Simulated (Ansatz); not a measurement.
CsBr:
```
CsBr
1.0
    4.38949     0.00000     0.00000
    0.00000     4.38949     0.00000
    0.00000     0.00000     4.38949
Cs Br
1 1
Cartesian
  0.00000   0.00000   0.00000
  2.19474   2.19474   2.19474
```

Relaxed with PBE.

Map the electron localisation function on the plane through (0.000, 0.000, 0.000) spanned by u = [1, 0, 0] and v = [0, 1, 1] in lattice vectors, from DFT-PBE in the program Ansatz with PAW potentials.

x is the fraction of u, y of v (the angle between them is 90°; rows are the nearest grid lines); atoms in the plane: Cs at (0.00, 0.00), Br at (0.50, 0.50).
```
|  :#@@@%=.   .=%@@@#:  |
|  -%@@@#=.   .=#@@@%-  |
|#%@@@@%+.     .+%@@@@%#|
|@@@@@%*:       :*%@@@@@|
|@@@@%*:         :*%@@@@|
|#*+-.   .:-=-:.   .-+*#|
|-:.    :=+*#*+=:    .:-|
|     .:+#%%%%%#+:.     |
|   .-*%@@@@@@@@@%*-.   |
|  .-*%@@@@@@@@@@@%*-.  |
|  .=#%@@@%+=+%@@@%#=.  |
|  :+#@@@#.   .#@@@#+:  |
|  :+#@@@#.   .#@@@#+:  |
|  .=#%@@@%+=+%@@@%#=.  |
|  .-*%@@@@@@@@@@@%*-.  |
|   .-*%@@@@@@@@@%*-.   |
|     .:+#%%%%%#+:.     |
|-:.    :=+*#*+=:    .:-|
|#*+-.   .:-=-:.   .-+*#|
|@@@@%*:         :*%@@@@|
|@@@@@%*:       :*%@@@@@|
|#%@@@@%+.     .+%@@@@%#|
|  -%@@@#=.   .=#@@@%-  |
|  :#@@@%=.   .=%@@@#:  |
```
Scale: ten equal steps from 0.000 (start of ' ') to 0.897 (end of '@'), in the order ' .:-=+*#%@'; x runs from 0.000 to 1.00, y from 0.000 (bottom) to 1.00 (top).

The density is the valence pseudo-density with augmentation charge, so density and ELF within about 1 Å of a nucleus are not all-electron values.

Space group Pm-3m (CsCl type). The PBE relaxation kept the symmetry of its start. Scalar-relativistic: spin–orbit coupling is off unless named, which matters more the heavier the elements.

Potentials: the later of the program's two PAW sets.
